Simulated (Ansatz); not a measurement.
Nb:
```
Nb
1.0
    0.00000     2.06965     2.06965
    2.06965     0.00000     2.06965
    2.06965     2.06965     0.00000
Nb
1
Direct
  0.00000   0.00000   0.00000
```

Relaxed with LDA. Special points in fractions of this cell's reciprocal vectors: Γ (0.000, 0.000, 0.000); X (0.500, 0.000, 0.500); U (0.625, 0.250, 0.625); K (0.375, 0.375, 0.750); L (0.500, 0.500, 0.500); W (0.500, 0.250, 0.750).

**Question.** List the band energies nearest the Fermi level at these points for the program Ansatz at the LDA level (PAW).

**Answer.** In eV from the Fermi level; about four levels below and three above (degenerate sets whole), none deeper than 8.9 eV; … stands for higher levels left out; points with the same levels are listed once.

```tsv
k	below	above
Γ	-6.32	0.05 0.05 0.05
X	-4.38 -3.61	3.98 4.97 …
U	-3.37 -2.35	0.68 2.91 …
L	-4.05 -0.17 -0.17	1.66 …
W	-2.86 -1.17 -1.17	1.94 …
```

Space group Fm-3m (fcc (Cu type)). The workflow started from an entry of the Crystallography Open Database (COD), which files this formula under 2 space groups. It is not the phase usual at ambient conditions (space group No. 229). The cell was relaxed with LDA under the symmetry of its start. At this level the phase is mechanically unstable. The run is not spin-polarised. Scalar-relativistic: spin–orbit coupling is off unless named, which matters more the heavier the elements.

Potentials: the later of the program's two PAW sets.
